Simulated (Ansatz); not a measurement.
The relaxed structure here is a generated cell of Cu2Te: the first start was made by placing the elements on the sites of a structure type, and the end was not matched to a known phase here, so it may be hypothetical.

Relaxation of a generated cell, Cu2Te built in the AFLOW prototype A2B_tI12_140_h_a (C16, as in Al2Cu); 6 atoms in the cell, which starts as I4/mcm (No. 140), tI12; a = b = 7.0110 Å, c = 5.6413 Å, α = β = γ = 90.00°. The numbers are results of r2SCAN (plane waves to 500 eV, PAW, scalar-relativistic; Ansatz, a first-principles code), not measurements. Γ-centred k-mesh 5×5×5 on the run's cell (coarser than for final values), Fermi–Dirac smearing 0.05 eV. This is the first round of the run. 

The optimiser's lines from the output (shortened; P is positive under compression):

```
relax step   1: F+E_penalty+E_count = -40508.88809073 eV  Δ(F+E_penalty+E_count) = +0.000e0 eV  max|allowed force component| = 2.163e-1 eV/Å  Δτ_max = 0.0000 Å  P = -5.081 GPa  Ω = 138.644 Å³  (10 SCF iters, dr2 threshold 1.00e-7 eV, accepted)
relax step   2: F+E_penalty+E_count = -40509.88203865 eV  Δ(F+E_penalty+E_count) = -9.939e-1 eV  max|allowed force component| = 2.521e-1 eV/Å  Δτ_max = 0.0501 Å  P = -3.863 GPa  Ω = 128.864 Å³  (10 SCF iters, dr2 threshold 6.00e-7 eV, accepted)
relax step   3: F+E_penalty+E_count = -40510.83944017 eV  Δ(F+E_penalty+E_count) = -9.574e-1 eV  max|allowed force component| = 1.450e-1 eV/Å  Δτ_max = 0.0660 Å  P = -3.042 GPa  Ω = 120.765 Å³  (10 SCF iters, dr2 threshold 6.00e-7 eV, accepted)
relax step   4: F+E_penalty+E_count = -40511.51595325 eV  Δ(F+E_penalty+E_count) = -6.765e-1 eV  max|allowed force component| = 1.609e-1 eV/Å  Δτ_max = 0.0202 Å  P = +0.071 GPa  Ω = 111.924 Å³  (10 SCF iters, dr2 threshold 6.00e-7 eV, accepted)
relax step   5: F+E_penalty+E_count = -40512.07342609 eV  Δ(F+E_penalty+E_count) = -5.575e-1 eV  max|allowed force component| = 2.696e-1 eV/Å  Δτ_max = 0.0581 Å  P = +0.628 GPa  Ω = 109.548 Å³  (10 SCF iters, dr2 threshold 6.00e-7 eV, accepted)
relax step   6: F+E_penalty+E_count = -40512.61795578 eV  Δ(F+E_penalty+E_count) = -5.445e-1 eV  max|allowed force component| = 2.572e-1 eV/Å  Δτ_max = 0.0716 Å  P = +1.344 GPa  Ω = 107.048 Å³  (10 SCF iters, dr2 threshold 6.00e-7 eV, accepted)
relax step   7: F+E_penalty+E_count = -40512.99830853 eV  Δ(F+E_penalty+E_count) = -3.804e-1 eV  max|allowed force component| = 2.413e-1 eV/Å  Δτ_max = 0.0727 Å  P = +1.215 GPa  Ω = 105.920 Å³  (8 SCF iters, dr2 threshold 6.00e-7 eV, accepted)
relax step   8: F+E_penalty+E_count = -40513.28116626 eV  Δ(F+E_penalty+E_count) = -2.829e-1 eV  max|allowed force component| = 1.592e-1 eV/Å  Δτ_max = 0.0945 Å  P = +0.963 GPa  Ω = 104.506 Å³  (7 SCF iters, dr2 threshold 6.00e-7 eV, accepted)
relax step   9: F+E_penalty+E_count = -40513.34664531 eV  Δ(F+E_penalty+E_count) = -6.548e-2 eV  max|allowed force component| = 5.220e-2 eV/Å  Δτ_max = 0.1133 Å  P = -0.663 GPa  Ω = 104.389 Å³  (8 SCF iters, dr2 threshold 6.00e-7 eV, accepted)
relax step  10: F+E_penalty+E_count = -40513.36652425 eV  Δ(F+E_penalty+E_count) = -1.988e-2 eV  max|allowed force component| = 4.124e-2 eV/Å  Δτ_max = 0.0179 Å  P = +0.254 GPa  Ω = 104.437 Å³  (7 SCF iters, dr2 threshold 6.00e-7 eV, accepted)
relax step  11: F+E_penalty+E_count = -40513.37304419 eV  Δ(F+E_penalty+E_count) = -6.520e-3 eV  max|allowed force component| = 2.796e-2 eV/Å  Δτ_max = 0.0426 Å  P = -0.038 GPa  Ω = 105.249 Å³  (7 SCF iters, dr2 threshold 3.37e-7 eV, accepted)
relax step  12: F+E_penalty+E_count = -40513.37789136 eV  Δ(F+E_penalty+E_count) = -4.847e-3 eV  max|allowed force component| = 1.730e-2 eV/Å  Δτ_max = 0.0576 Å  P = +0.022 GPa  Ω = 105.740 Å³  (9 SCF iters, dr2 threshold 4.88e-8 eV, accepted)
relax step  13: F+E_penalty+E_count = -40513.38444795 eV  Δ(F+E_penalty+E_count) = -6.557e-3 eV  max|allowed force component| = 1.842e-2 eV/Å  Δτ_max = 0.0962 Å  P = +0.033 GPa  Ω = 106.652 Å³  (9 SCF iters, dr2 threshold 3.73e-8 eV, accepted)
relax step  14: F+E_penalty+E_count = -40513.39432110 eV  Δ(F+E_penalty+E_count) = -9.873e-3 eV  max|allowed force component| = 2.329e-2 eV/Å  Δτ_max = 0.1095 Å  P = -0.020 GPa  Ω = 107.743 Å³  (9 SCF iters, dr2 threshold 2.12e-8 eV, accepted)
relax step  15: F+E_penalty+E_count = -40513.41141992 eV  Δ(F+E_penalty+E_count) = -1.710e-2 eV  max|allowed force component| = 1.665e-2 eV/Å  Δτ_max = 0.1953 Å  P = -0.406 GPa  Ω = 109.702 Å³  (9 SCF iters, dr2 threshold 6.69e-8 eV, accepted)
relax step  16: F+E_penalty+E_count = -40513.40966633 eV  Δ(F+E_penalty+E_count) = +1.754e-3 eV  max|allowed force component| = 1.340e-2 eV/Å  Δτ_max = 0.1950 Å  P = -0.750 GPa  Ω = 110.763 Å³  (8 SCF iters, dr2 threshold 6.00e-7 eV, rejected (line search))
relax step  17: F+E_penalty+E_count = -40513.41602783 eV  Δ(F+E_penalty+E_count) = -4.608e-3 eV  max|allowed force component| = 3.092e-3 eV/Å  Δτ_max = 0.0951 Å  P = +0.084 GPa  Ω = 109.270 Å³  (11 SCF iters, accepted)
relax step  18: F+E_penalty+E_count = -40513.41612137 eV  Δ(F+E_penalty+E_count) = -9.354e-5 eV  max|allowed force component| = 7.397e-4 eV/Å  Δτ_max = 0.0299 Å  P = -0.057 GPa  Ω = 109.570 Å³  (8 SCF iters, dr2 threshold 3.99e-8 eV, accepted)
relax step  19: F+E_penalty+E_count = -40513.41619893 eV  Δ(F+E_penalty+E_count) = -7.756e-5 eV  max|allowed force component| = 1.008e-4 eV/Å  Δτ_max = 0.0065 Å  P = +0.012 GPa  Ω = 109.470 Å³  (7 SCF iters, dr2 threshold 9.72e-9 eV, accepted)
relax step  20: F+E_penalty+E_count = -40513.41619761 eV  Δ(F+E_penalty+E_count) = +1.326e-6 eV  max|allowed force component| = 1.726e-5 eV/Å  Δτ_max = 0.0007 Å  P = -0.009 GPa  Ω = 109.472 Å³  (7 SCF iters, dr2 threshold 2.29e-9 eV, rejected (line search))
relax step  21: F+E_penalty+E_count = -40513.41619796 eV  Δ(F+E_penalty+E_count) = +9.777e-7 eV  max|allowed force component| = 5.379e-5 eV/Å  Δτ_max = 0.0004 Å  P = +0.000 GPa  Ω = 109.474 Å³  (8 SCF iters, accepted)
relax step  22: F+E_penalty+E_count = -40513.50232674 eV  Δ(F+E_penalty+E_count) = -8.613e-2 eV  max|allowed force component| = 5.317e-5 eV/Å  Δτ_max = 0.0000 Å  P = +1.196 GPa  Ω = 109.474 Å³  stress off target by 3.63e0 GPa  SCF on the basis re-selected at this cell (its energy is not comparable with the rows above)  (9 SCF iters)
relax step  23: F+E_penalty+E_count = -40513.53013157 eV  Δ(F+E_penalty+E_count) = -2.780e-2 eV  max|allowed force component| = 1.290e-3 eV/Å  Δτ_max = 0.0124 Å  P = +0.518 GPa  Ω = 109.451 Å³  (7 SCF iters, dr2 threshold 6.00e-7 eV, accepted)
relax step  24: F+E_penalty+E_count = -40513.53524822 eV  Δ(F+E_penalty+E_count) = -5.117e-3 eV  max|allowed force component| = 4.036e-4 eV/Å  Δτ_max = 0.0062 Å  P = -0.042 GPa  Ω = 109.603 Å³  (6 SCF iters, dr2 threshold 6.00e-7 eV, accepted)
relax step  25: F+E_penalty+E_count = -40513.53533916 eV  Δ(F+E_penalty+E_count) = -9.094e-5 eV  max|allowed force component| = 2.672e-4 eV/Å  Δτ_max = 0.0025 Å  P = -0.003 GPa  Ω = 109.616 Å³  (6 SCF iters, dr2 threshold 7.25e-8 eV, accepted)
relax step  26: F+E_penalty+E_count = -40513.53568987 eV  Δ(F+E_penalty+E_count) = -3.507e-4 eV  max|allowed force component| = 2.873e-4 eV/Å  Δτ_max = 0.0000 Å  P = -0.004 GPa  Ω = 109.616 Å³  stress off target by 8.79e-3 GPa  SCF on the basis re-selected at this cell (its energy is not comparable with the rows above)  (6 SCF iters)
```

From the first to the last row the energy changes by -0.77 eV/atom and the volume by -20.9 %. The last row is marked as not comparable with the walk above it, whose basis was carried along; it does compare with step 1, since both stand on a basis selected at the nominal cutoff for their own cell.

Energy and pressure jump between steps 21 and 22 at one geometry, where the plane-wave basis was selected anew. While the cell walks, the set of plane waves is carried along, so its effective cutoff drifts with the strain; re-selecting it at 500 eV moved the energy by -0.014 eV/atom and the pressure by 1.2 GPa. Only step 1 and rows on a re-selected basis compare with each other.

Steps 16, 20 were rejected by the optimiser.

Later rounds, restarted from the end of this one on a renewed k-mesh, logged 26 more steps. The final structure after all rounds: I4/mcm (No. 140), tI12; a = b = 5.234 Å, c = 7.762 Å, α = β = γ = 90.00°. Between re-selections the logged energies stand on a plane-wave basis carried along with the cell. No spin polarisation in the result.

The run could not lose the symmetry of its start: the end is stationary, and may be a saddle point rather than a minimum.
